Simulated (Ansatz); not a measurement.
Formation energies in the Al–O system, lowest calculated structure of each composition. Calculation: r2SCAN (plane waves to 500 eV, PAW, scalar-relativistic; Ansatz, a quantum-chemistry and plane-wave program). Element references, the lowest calculated here: Al (Fm-3m), O (C2/m, ferromagnetic, forced by one molecule a cell; α-O2 is antiferromagnetic); gases are represented by their molecular solids.

| phase | x(O) | space group | E_f (eV/atom) | above hull (eV/atom) |
|---|---|---|---|---|
| Al | 0.000 | Fm-3m | 0.00 | 0.00 |
| AlO | 0.500 | P6₃mc | -1.92 | 0.82 |
| Al2O3 | 0.600 | R-3c | -3.29 | 0.00 |
| AlO2 | 0.667 | Fm-3m | -1.94 | 0.80 |
| O | 1.000 | C2/m | 0.00 | 0.00 |

For AlO, AlO2 a lower structure may exist, so the energies are upper bounds and are not judged. On the hull: Al2O3.

This is the hull of the energies calculated here, no anion corrections; phases that were not calculated are missing from it. Values are rounded to 0.01 eV/atom. Not shown to be the ambient phase of their composition (a lower form may be missing, and a cell relaxed within its start's symmetry can be a saddle point): AlO (P6₃mc), AlO2 (Fm-3m). Spin states reached: non-magnetic, ferromagnetic; non-magnetic ones ran without spin or lost their moments; spin orders were not searched systematically.
